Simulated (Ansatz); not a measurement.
SrPd5: a fit and a missing row

SrPd5, P6/mmm, a = 5.362 Å, c = 4.355 Å. The structure is a COD entry; whether it is the stable form wasn't checked. Ansatz: PBEsol, PAW, 420 eV, Γ-centred 12×12×8 mesh on 6 atoms, Gaussian smearing 0.10 eV; no spin polarisation. Shape and atoms are relaxed at each volume; pressure is positive in compression.

```
V (Å³/atom) P (GPa)
     16.989     9.33
     17.531     4.24
     18.073     0.01
     18.616    -3.50
     19.158        ?
```

Q: Take V0 = 18.073 Å³/atom, count pressures from its P0 = 0.01 GPa, fit the third-order Birch–Murnaghan form to the other rows, and predict the missing pressure.

A: With the Eulerian strain f = ½[(V0/V)^(2/3) − 1] and y = (P − P0)/[3f(1 + 2f)^(5/2)], the form is the line y = B0 + 1.5 B0 (B0′ − 4) f. Rows (f, y): 0.02105, 133.1; 0.01025, 130.8; -0.00977, 125.8. Means f = 0.007177, y = 129.90; Σ(Δf)² = 0.0004891, ΣΔfΔy = 0.1166; the slope is their ratio. y = 128.2 + 238.5 f GPa, so B0 = 128.2 GPa and B0′ = 4 + 2 × (238.5)/(3 × 128.2) = 5.24. At V = 19.158, f = -0.01906, y = 123.65 and P = -6.41 GPa. The run gave -6.41 GPa, the same to the digits shown. The form still works here, 33 % of the fitted range beyond its end.

Cost: 5 runs of about 10 core-minutes in all, on Arm Neoverse V1 (shared hosts).